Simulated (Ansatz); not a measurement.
Zone-centre modes in Hf2N

All numbers below come from DFT PBEsol, scalar-relativistic, plane waves, PAW (Ansatz). The runs took a 420 eV cutoff, a Γ-centred 10×10×14 mesh and Gaussian smearing (0.15 eV). Spin–orbit coupling is left out, which can shift energies with elements as heavy as these. No spin polarisation.

The undisturbed cell (relaxed at this level; it needn't be the usual structure):

```
CELL_PARAMETERS angstrom
5.29554 0.00000 0.00000
0.00000 5.29554 0.00000
0.00000 0.00000 3.22745
ATOMIC_POSITIONS crystal
Hf 0.29546 0.29546 0.00000
Hf 0.70454 0.70454 0.00000
Hf 0.79546 0.20454 0.50000
Hf 0.20454 0.79546 0.50000
N 0.00000 0.00000 0.00000
N 0.50000 0.50000 0.50000
```

Harmonic modes by finite displacements of 0.02 Å, without the LO–TO term.

**Question.** At this geometry, is the structure stable against these modes?

**Answer.** Yes: no mode is imaginary beyond 10 cm⁻¹, and only the three translations lie near zero.

**Question.** List the wavenumbers in cm⁻¹.

**Answer.** 0, 0, 0, 21, 132, 132, 147, 156, 157, 158, 158, 209, 484, 484, 551, 557, 557, 571.

Cost: 1 run of about 13 core-minutes, on Intel Xeon Platinum 8488C (Sapphire Rapids) (shared hosts).